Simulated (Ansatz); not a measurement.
Ansatz (a program for electronic structure) input:

Ansatz 0.2 input:
```yaml
crystal:
  lattice:
    - [6.7329939839, 0.0, 0.0]
    - [-3.366496992, 5.8309438336, 0.0]
    - [0.0, 0.0, 6.9260401001]
  atoms:
    - { symbol: Y, position: [0.6540084526, 0.0, 0.75] }
    - { symbol: Y, position: [0.3459915474, 0.0, 0.25] }
    - { symbol: Y, position: [0.0, 0.6540084526, 0.75] }
    - { symbol: Y, position: [0.0, 0.3459915474, 0.25] }
    - { symbol: Y, position: [0.3459915474, 0.3459915474, 0.75] }
    - { symbol: Y, position: [0.6540084526, 0.6540084526, 0.25] }
    - { symbol: F, position: [0.3066211769, 0.9320602159, 0.9211408774] }
    - { symbol: F, position: [0.6933788231, 0.0679397841, 0.0788591226] }
    - { symbol: F, position: [0.0679397841, 0.3745609609, 0.9211408774] }
    - { symbol: F, position: [0.9320602159, 0.6254390391, 0.0788591226] }
    - { symbol: F, position: [0.6254390391, 0.6933788231, 0.9211408774] }
    - { symbol: F, position: [0.3745609609, 0.3066211769, 0.0788591226] }
    - { symbol: F, position: [0.9320602159, 0.3066211769, 0.5788591226] }
    - { symbol: F, position: [0.0679397841, 0.6933788231, 0.4211408774] }
    - { symbol: F, position: [0.3745609609, 0.0679397841, 0.5788591226] }
    - { symbol: F, position: [0.6254390391, 0.9320602159, 0.4211408774] }
    - { symbol: F, position: [0.6933788231, 0.6254390391, 0.5788591226] }
    - { symbol: F, position: [0.3066211769, 0.3745609609, 0.4211408774] }
    - { symbol: F, position: [0.6666666667, 0.3333333333, 0.8177731813] }
    - { symbol: F, position: [0.3333333333, 0.6666666667, 0.1822268187] }
    - { symbol: F, position: [0.3333333333, 0.6666666667, 0.6822268187] }
    - { symbol: F, position: [0.6666666667, 0.3333333333, 0.3177731813] }
    - { symbol: F, position: [0.0, 0.0, 0.75] }
    - { symbol: F, position: [0.0, 0.0, 0.25] }
kpoints:
  mp_grid: { grid: [5, 5, 4] }
hamiltonian:
  xc: pbesol
  pseudopotentials: { kind: paw }
scf:
  occupations: { method: fixed }
phonons:
  method: dfpt
  response_accuracy: low
  eigenvectors: true
  rigid_motions: translations
  dielectric: true
```

Output (shortened):

```
Pseudopotential: Y, paw, valence charge 11
Pseudopotential: F, paw, valence charge 7
Functional definition: PBEsol
Crystal: 24 atoms, lattice volume = 271.914 Å³
Basis set: ecut = 420 eV, 5339 PW (Γ), exchange–correlation on 96×96×96 points (8 copies of the dense FFT grid, shifted against one another)
Bands: 120, of which v1, the nominal top of the filled ones, is band 96 counted from 1 (95 counted from 0)
Symmetry: 12 space group operations
k-points: 51 of 100 (irreducible under 1 space group operation, time reversal used)
SCF 1 converged in 10 iterations: F = -37227.101914 eV  dr2 = 8.89e-11
SCF converged after 10 iterations
Free energy (F): -37227.101914 eV
Harris-Foulkes:  -37227.101914 eV  (|F-HF|=2.91e-11)
Internal energy: -37227.101914 eV  (E = F + TS)
E sigma→0 (E₀):  -37227.101914 eV
Fermi energy:    6.459416 eV
--- Per-component energies (eV) ---
  E_band       = -829.090771
  E_kinetic    = 5550.896880
  E_local      = -11731.454138  (includes V_loc(G=0)·N_el)
  E_nonlocal   = 1633.287387
  E_hartree    = 4131.314926
  E_xc         = -2458.043191
  E_vxc        = -3031.279608  (∫ρ·V_xc dr)
  E_paw        = -20127.278888  (= ΣΔE_a)
  E_vpaw       = -1513.208500  (= ΣTr[D̂ρ^β])
  E_aug_tail   = 0.037132  (compensation charges beyond the density's cutoff)
  E_ewald      = -14227.518627
  E_core_change = 1.656604  (= ΣΔE_core)
  E_smearing   =  0.000000  (= −TS)
  E_closure    = 0.000000  (closes the sum)
  Σ components = -37227.101914   (vs F -37227.101914, Δ=0.00e0)
--- Band table (eV; the first three rows and the last of 51) ---
  k-point 0: bands = ["-32.3975", "-32.3734", "-32.3498", "-32.3498", "-32.3472", "-32.3472", "-15.2727", "-15.0605", "-14.9761", "-14.8219", "-14.6811", "-14.3955", "-14.3955", "-14.3797", "-14.3797", "-14.3635", "-14.0434", "-14.0434", "-14.0259", …
  k-point 1: bands = ["-32.3940", "-32.3770", "-32.3494", "-32.3494", "-32.3476", "-32.3476", "-15.2459", "-15.0971", "-14.9288", "-14.8247", "-14.6617", "-14.5384", "-14.5384", "-14.5231", "-14.5231", "-14.4264", "-13.9821", "-13.7865", "-13.7865", …
  k-point 2: bands = ["-32.3855", "-32.3855", "-32.3485", "-32.3485", "-32.3485", "-32.3485", "-15.1761", "-15.1761", "-14.8510", "-14.8510", "-14.6177", "-14.6177", "-14.6177", "-14.6177", "-14.5709", "-14.5709", "-13.8565", "-13.8565", "-13.5331", …
  k-point 50: bands = ["-32.3819", "-32.3677", "-32.3590", "-32.3555", "-32.3518", "-32.3491", "-15.2591", "-15.1422", "-15.0543", "-14.9901", "-14.7738", "-14.6881", "-14.4595", "-14.3422", "-14.2801", "-14.1302", "-14.0470", "-13.7886", "-13.7637", …
--- Phonons (Γ-DFPT): 10 representative perturbations + reference, on 51 of 100 k-points (Σ response iterations 40) ---
  ASR residual: 1.751e-4 → 0.000e0 eV/Å²; symmetrization residual: 6.915e-5 eV/Å²
  ASR residual per site (eV/Å²): 8.13e-5 8.13e-5 7.04e-5 7.04e-5 7.04e-5 7.04e-5 6.01e-5 6.01e-5 8.42e-5 8.42e-5 8.27e-5 8.27e-5 8.27e-5 8.27e-5 6.01e-5 6.01e-5 8.42e-5 8.42e-5 9.93e-5 9.93e-5 9.93e-5 9.93e-5 1.75e-4 1.75e-4
  Γ frequencies (cm⁻¹): 0.00 0.00 0.00 29.83 56.68 89.22 95.30 95.30 133.70 133.70 139.89 139.89 151.09 151.95 151.95 164.16 164.16 168.48 181.82 181.82 194.90 194.90 196.90 199.71 205.52 205.52 216.51 216.51 218.36 222.22 222.22 229.07 241.63 244.98 246.25 …
  ε∞ (high-frequency dielectric tensor):
        2.868997     0.000000     0.000000
        0.000000     2.868997     0.000000
        0.000000     0.000000     2.824817
  ε⁰ (static dielectric tensor: ions relaxed, cell fixed):
       15.657527     0.000000     0.000000
        0.000000    15.657527     0.000000
        0.000000     0.000000    13.987103
  ε⁰ − ε∞ (ionic part):
       12.788530     0.000000     0.000000
        0.000000    12.788530     0.000000
        0.000000     0.000000    11.162286
  softest optical mode at Γ: 29.83 cm⁻¹; the repairs (sum rule, projections) moved no ω² at Γ by more than (8.61 cm⁻¹)²
  Born effective charges Z* (e; rows j = field, columns β = displacement):
    site 0:
         3.76498    0.00000    0.00000
         0.00000    4.05623   -0.00885
         0.00000   -0.15570    3.85839
    site 1:
         3.76498    0.00000    0.00000
         0.00000    4.05623   -0.00885
         0.00000   -0.15570    3.85839
    site 2:
         3.98342    0.12612    0.00767
         0.12612    3.83779    0.00443
         0.13484    0.07785    3.85839
    site 3:
         3.98342    0.12612    0.00767
         0.12612    3.83779    0.00443
         0.13484    0.07785    3.85839
    site 4:
         3.98342   -0.12612   -0.00767
        -0.12612    3.83779    0.00443
        -0.13484    0.07785    3.85839
    site 5:
         3.98342   -0.12612   -0.00767
        -0.12612    3.83779    0.00443
        -0.13484    0.07785    3.85839
    site 6:
        -1.18349   -0.22068   -0.02153
        -0.22283   -1.16050   -0.21236
        -0.00216   -0.19845   -1.56121
    site 7:
        -1.18349   -0.22068   -0.02153
        -0.22283   -1.16050   -0.21236
        -0.00216   -0.19845   -1.56121
    site 8:
        -1.35829    0.12191    0.19467
         0.11976   -0.98570    0.08753
         0.17294    0.09736   -1.56121
    site 9:
        -1.35829    0.12191    0.19467
         0.11976   -0.98570    0.08753
         0.17294    0.09736   -1.56121
    site 10:
        -0.97420    0.10200   -0.17314
         0.09985   -1.36979    0.12482
        -0.17078    0.10109   -1.56121
    site 11:
        -0.97420    0.10200   -0.17314
         0.09985   -1.36979    0.12482
        -0.17078    0.10109   -1.56121
    site 12:
        -0.97420   -0.10200    0.17314
        -0.09985   -1.36979    0.12482
         0.17078    0.10109   -1.56121
    site 13:
        -0.97420   -0.10200    0.17314
        -0.09985   -1.36979    0.12482
         0.17078    0.10109   -1.56121
    site 14:
        -1.18349    0.22068    0.02153
         0.22283   -1.16050   -0.21236
         0.00216   -0.19845   -1.56121
    site 15:
        -1.18349    0.22068    0.02153
         0.22283   -1.16050   -0.21236
         0.00216   -0.19845   -1.56121
    site 16:
        -1.35829   -0.12191   -0.19467
        -0.11976   -0.98570    0.08753
        -0.17294    0.09736   -1.56121
    site 17:
        -1.35829   -0.12191   -0.19467
        -0.11976   -0.98570    0.08753
        -0.17294    0.09736   -1.56121
    site 18:
        -1.55204   -0.01422    0.00000
         0.01422   -1.55204    0.00000
         0.00000    0.00000   -0.75687
    site 19:
        -1.55204   -0.01422    0.00000
         0.01422   -1.55204    0.00000
         0.00000    0.00000   -0.75687
    site 20:
        -1.55204    0.01422    0.00000
        -0.01422   -1.55204    0.00000
         0.00000    0.00000   -0.75687
    site 21:
        -1.55204    0.01422    0.00000
        -0.01422   -1.55204    0.00000
         0.00000    0.00000   -0.75687
    site 22:
        -1.59577    0.00000    0.00000
         0.00000   -1.59577    0.00000
         0.00000    0.00000   -0.69417
    site 23:
        -1.59577    0.00000    0.00000
         0.00000   -1.59577    0.00000
         0.00000    0.00000   -0.69417
  Z* charge neutrality: 3.596e-5 e pre-enforcement
  k-mesh period / interband length: 27.7 Å / 0.96 Å = 28.99 at k = (0.2000, 0.4000, 0.0000), direct gap 7.898 eV — 14 or more, which is no proof of convergence
  optical modes at Γ without the LO–TO term, one row a degenerate level:
      ω (cm⁻¹)  modes    IR ((D/Å)²/amu)
         29.83      1             0.0000
         56.68      1             0.3173
         89.22      1             0.0000
         95.30      2             0.0000
        133.70      2            13.7269
        139.89      2             0.0000
        151.09      1             0.0000
        151.95      2             0.0000
        164.16      2            16.3400
        168.48      1             0.0000
        181.82      2            27.6284
        194.90      2             0.0000
        196.90      1            41.3289
        199.71      1             0.0000
        205.52      2            21.5069
        216.51      2             0.0000
        218.36      1             0.0000
        222.22      2             3.5777
        229.07      1             6.9276
        241.63      1             0.0000
        244.98      1             0.0000
        246.25      2             0.0000
        264.46      2            22.7235
        265.18      1             0.0000
        268.27      1             1.5014
        270.37      1             0.0000
        291.13      2             2.3093
        318.23      2             0.0000
        325.33      1             0.0000
        335.74      2             0.0000
        336.72      1             3.7939
        338.39      2             0.2291
        341.76      2             0.0000
        344.43      1             0.0000
        353.35      1             0.0000
        361.45      1             9.3925
        376.60      2             8.2755
        382.63      1             0.0000
        389.73      1             0.0000
        403.28      2             0.0000
        404.50      2             9.2245
        412.07      2             0.0000
        429.79      1             0.0000
        455.24      1             0.0000
        462.93      2             0.0512
        478.49      2             0.0000
  optical modes at Γ + LO–TO along q̂ = [1.0000, 0.0000, 0.0000]:
      ω (cm⁻¹)  modes    IR ((D/Å)²/amu)
         29.83      1             0.0000
         56.68      1             0.3173
         89.22      1             0.0000
         95.30      2             0.0000
        133.70      1             6.8635
        139.89      2             0.0000
        141.00      1             0.0676
        151.09      1             0.0000
        151.95      2             0.0000
        164.16      1             8.1700
        168.48      1             0.0000
        169.86      1             0.0423
        181.82      1            13.8142
        194.90      2             0.0000
        195.65      1             0.1029
        196.90      1            41.3289
        199.71      1             0.0000
        205.52      1            10.7535
        216.51      2             0.0000
        218.36      1             0.0000
        220.36      1             0.0442
        222.22      1             1.7888
        229.07      1             6.9276
        241.63      1             0.0000
        244.98      1             0.0000
        245.39      1             0.6632
        246.25      2             0.0000
        264.46      1            11.3618
        265.18      1             0.0000
        268.27      1             1.5014
        270.37      1             0.0000
        289.41      1             0.1084
        291.13      1             1.1547
        318.23      2             0.0000
        325.33      1             0.0000
        335.74      2             0.0000
        336.72      1             3.7939
        337.56      1             0.3473
        338.39      1             0.1146
        341.76      2             0.0000
        344.43      1             0.0000
        351.79      1             5.0117
        353.35      1             0.0000
        361.45      1             9.3925
        376.60      1             4.1378
        382.63      1             0.0000
        389.73      1             0.0000
        392.30      1             1.6322
        403.28      2             0.0000
        404.50      1             4.6123
        412.07      2             0.0000
        429.79      1             0.0000
        455.24      1             0.0000
        462.66      1             0.3362
        462.93      1             0.0256
        478.49      2             0.0000
        494.93      1            54.4405
  optical modes at Γ + LO–TO along q̂ = [0.0000, 1.0000, 0.0000]:
      ω (cm⁻¹)  modes    IR ((D/Å)²/amu)
         29.83      1             0.0000
         56.68      1             0.3173
         89.22      1             0.0000
         95.30      2             0.0000
        133.70      1             6.8635
        139.89      2             0.0000
        141.00      1             0.0676
        151.09      1             0.0000
        151.95      2             0.0000
        164.16      1             8.1700
        168.48      1             0.0000
        169.86      1             0.0423
        181.82      1            13.8142
        194.90      2             0.0000
        195.65      1             0.1029
        196.90      1            41.3289
        199.71      1             0.0000
        205.52      1            10.7535
        216.51      2             0.0000
        218.36      1             0.0000
        220.36      1             0.0442
        222.22      1             1.7888
        229.07      1             6.9276
        241.63      1             0.0000
        244.98      1             0.0000
        245.39      1             0.6632
        246.25      2             0.0000
        264.46      1            11.3618
        265.18      1             0.0000
        268.27      1             1.5014
        270.37      1             0.0000
        289.41      1             0.1084
        291.13      1             1.1547
        318.23      2             0.0000
        325.33      1             0.0000
        335.74      2             0.0000
        336.72      1             3.7939
        337.56      1             0.3473
        338.39      1             0.1146
        341.76      2             0.0000
        344.43      1             0.0000
        351.79      1             5.0117
        353.35      1             0.0000
        361.45      1             9.3925
        376.60      1             4.1378
        382.63      1             0.0000
        389.73      1             0.0000
        392.30      1             1.6322
        403.28      2             0.0000
        404.50      1             4.6123
        412.07      2             0.0000
        429.79      1             0.0000
        455.24      1             0.0000
        462.66      1             0.3362
        462.93      1             0.0256
        478.49      2             0.0000
        494.93      1            54.4405
  optical modes at Γ + LO–TO along q̂ = [0.0000, 0.0000, 1.0000]:
      ω (cm⁻¹)  modes    IR ((D/Å)²/amu)
         29.83      1             0.0000
         58.22      1             0.0127
         89.22      1             0.0000
         95.30      2             0.0000
        133.70      2            13.7269
        139.89      2             0.0000
        151.09      1             0.0000
        151.95      2             0.0000
        164.16      2            16.3400
        168.48      1             0.0000
        181.82      2            27.6284
        194.90      2             0.0000
        199.71      1             0.0000
        205.52      2            21.5069
        216.51      2             0.0000
        218.36      1             0.0000
        222.22      2             3.5777
        224.01      1             0.0790
        241.63      1             0.0000
        244.98      1             0.0000
        246.25      2             0.0000
        264.46      2            22.7235
        265.18      1             0.0000
        265.67      1             0.1534
        270.37      1             0.0000
        291.13      2             2.3093
        313.66      1             3.0161
        318.23      2             0.0000
        325.33      1             0.0000
        335.74      2             0.0000
        338.39      2             0.2291
        341.76      2             0.0000
        344.43      1             0.0000
        346.22      1             0.7229
        353.35      1             0.0000
        376.60      2             8.2755
        382.63      1             0.0000
        389.73      1             0.0000
        403.28      2             0.0000
        404.50      2             9.2245
        412.07      2             0.0000
        429.79      1             0.0000
        455.24      1             0.0000
        462.93      2             0.0512
        478.49      2             0.0000
        493.67      1            59.2776
```

Cost: around 60 core-minutes (rough) on shared cores.

Space group P-3c1. The workflow started from a Materials Project entry (that database holds measured and hypothetical structures alike); the Crystallography Open Database copy checked does not list it. COD files the formula under space group No. 62, 221. Its standing as an ambient phase is unchecked. Symmetry was held in the PBEsol relaxation; whether a distortion lowers the energy is not shown. No spin polarisation was allowed. Spin–orbit coupling is left out wherever it is not named.

Potentials: the later of the program's two PAW sets.

Ansatz is a plane-wave DFT program.
